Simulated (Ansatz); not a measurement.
## Formation energy of HfC

```xyz
2
Lattice="0.0000 2.3036 2.3036 2.3036 0.0000 2.3036 2.3036 2.3036 0.0000" Properties=species:S:1:pos:R:3 pbc="T T T"
Hf    2.3036    2.3036    2.3036
C     0.0000    0.0000    0.0000
```

The cell comes from a relaxation on PAW files under the same functional, begun from a database entry that needn't be the ground state.

Computed with Ansatz 0.2.0; functional PBEsol, scalar-relativistic. Settings: a Γ-centred 15×15×15 k mesh, Fermi–Dirac smearing of 0.05 eV, no spin polarisation. Methods: LAPW: all electrons, basis error target 0.5 meV/atom; PAW: frozen-core files, cutoff 420 eV; crystal datasets: all electrons, by PAW datasets that the program makes for each cell.

The elements are taken as C graphite, Hf hcp, each relaxed on PAW files under the same functional and computed by the same method as the compound; zero-point and thermal terms are left out. The functional lacks long-range dispersion, which matters for the layered or molecular reference states.

Spin–orbit coupling is left out, which matters for the heavy atoms. The PAW files were made under PBE.

Task: Give the formation energy by each method, with the residual pressure at this cell and the LAPW gap.

Result: 

```json
{"method": "LAPW", "ΔE(formation) (eV/atom)": "-0.992", "P at this cell (GPa)": "0.01", "gap (eV)": "0.00"}
{"method": "PAW", "ΔE(formation) (eV/atom)": "-0.995", "P at this cell (GPa)": "-0.04", "gap (eV)": "–"}
{"method": "crystal datasets", "ΔE(formation) (eV/atom)": "-0.992", "P at this cell (GPa)": "0.01", "gap (eV)": "–"}
```

Task: Give the LAPW value for one formula unit in kJ/mol.

Result: -0.992 eV/atom × 2 atoms × 96.485 kJ/(mol·eV) = -191.4 kJ/mol, at zero temperature and without zero-point motion.
